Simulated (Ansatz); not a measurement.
LaSF (space group P4/nmm)

```yaml
crystal:
  lattice:
    - [4.05473, 0.00000, 0.00000]
    - [0.00000, 4.05473, 0.00000]
    - [0.00000, 0.00000, 6.97079]
  atoms:
    - { symbol: La, position: [0.00000, 0.50000, 0.77004] }
    - { symbol: La, position: [0.50000, 0.00000, 0.22996] }
    - { symbol: S, position: [0.50000, 0.00000, 0.65165] }
    - { symbol: S, position: [0.00000, 0.50000, 0.34835] }
    - { symbol: F, position: [0.50000, 0.50000, 0.00000] }
    - { symbol: F, position: [0.00000, 0.00000, 0.00000] }
```

The slice is a (001) plane (indices of the conventional cell) through the point (0.000, 0.500, 0.348) (fractional), spanned by u = [100] and v = [010] in vectors of this cell: u (4.05 Å) and v (4.05 Å, at 90° to u). It covers one period; positions are fractions (u, v).

Computed with r2SCAN (plane waves to 500 eV, PAW, scalar-relativistic; Ansatz, an electronic-structure program). k mesh 8×8×5. These are valence fields of a PAW run, semicore shells included where kept as valence: close to a nucleus they are smooth pseudo fields. LaSF is run without spin polarisation. LaSF was relaxed with its symmetry unable to fall.

Three fields on this plane, each scaled to ten steps between its own extremes (0 low, 9 high; the total valence density on a logarithmic scale, the potential cut 8 eV below its top; x marks points blanked near nuclei; v = 0 in the bottom row):

Map A
```
|xxxxxxx875321000123578xxxxxx|
|xxxxxxx865321000123568xxxxxx|
|xxxxxxx764321000123467xxxxxx|
|xxxxxx87543210001234578xxxxx|
|xxxxx8765432211122345678xxxx|
|xxxx876544333333333445678xxx|
|8887765544444454444445567788|
|7766554444556666655444455667|
|5554444445678888876544444455|
|3333333456789999987654333333|
|222222345789xxxxx98754322222|
|11111234689xxxxxxx9864321111|
|00000134689xxxxxxx9864310000|
|00000135689xxxxxxx9865310000|
|00000134689xxxxxxx9864310000|
|11111234689xxxxxxx9864321111|
|222222345789xxxxx98754322222|
|3333333456789999987654333333|
|5554444445678888876544444455|
|7766554444556666655444455667|
|8887765544444454444445567788|
|xxxx876544333333333445678xxx|
|xxxxx8765432211122345678xxxx|
|xxxxxx87543210001234578xxxxx|
|xxxxxxx764321000123467xxxxxx|
|xxxxxxx865321000123568xxxxxx|
|xxxxxxx875321000123578xxxxxx|
|xxxxxxx875321000123578xxxxxx|
```

Map B
```
|xxxxxxx998631000136899xxxxxx|
|xxxxxxx998531000135899xxxxxx|
|xxxxxxx986410000014689xxxxxx|
|xxxxxx99752000000025799xxxxx|
|xxxxx9975210000000125799xxxx|
|xxxx997531000000000135799xxx|
|9999975310011222110013579999|
|9998753111124454421111357899|
|8886521012356777653210125688|
|6654210013578888875310012456|
|433100012578xxxxx87521000133|
|11100001468xxxxxxx8641000011|
|00000002478xxxxxxx8742000000|
|00000002578xxxxxxx8752000000|
|00000002478xxxxxxx8742000000|
|11100001468xxxxxxx8641000011|
|433100012578xxxxx87521000133|
|6654210013578888875310012456|
|8886521012356777653210125688|
|9998753111124454421111357899|
|9999975310011222110013579999|
|xxxx997531000000000135799xxx|
|xxxxx9975210000000125799xxxx|
|xxxxxx99752000000025799xxxxx|
|xxxxxxx986410000014689xxxxxx|
|xxxxxxx998531000135899xxxxxx|
|xxxxxxx998631000136899xxxxxx|
|xxxxxxx998641000146899xxxxxx|
```

Map C
```
|xxxxxxx379999999999973xxxxxx|
|xxxxxxx478999999999874xxxxxx|
|xxxxxxx578888888888875xxxxxx|
|xxxxxx36788776667788763xxxxx|
|xxxxx2567766544456677652xxxx|
|xxxx356766543222345667653xxx|
|2345667654210000012456766543|
|7777776542000000000245677777|
|9988876420000000000024678889|
|9998865200000000000002568899|
|999876410000xxxxx00001467899|
|99987530000xxxxxxx0000357899|
|99986420000xxxxxxx0000246899|
|99986420000xxxxxxx0000246899|
|99986420000xxxxxxx0000246899|
|99987530000xxxxxxx0000357899|
|999876410000xxxxx00001467899|
|9998865200000000000002568899|
|9988876420000000000024678889|
|7777776542000000000245677777|
|2345667654210000012456766543|
|xxxx356766543222345667653xxx|
|xxxxx2567766544456677652xxxx|
|xxxxxx36788776667788763xxxxx|
|xxxxxxx578888888888875xxxxxx|
|xxxxxxx478999999999874xxxxxx|
|xxxxxxx379999999999973xxxxxx|
|xxxxxxx279999999999972xxxxxx|
```

Q: Assign the maps to these fields: electron localisation function (ELF); valence electron density; electrostatic potential energy of an electron, from the cell's mean.

A: A is the valence electron density; B is the electron localisation function (ELF); C is the electrostatic potential energy of an electron, from the cell's mean.
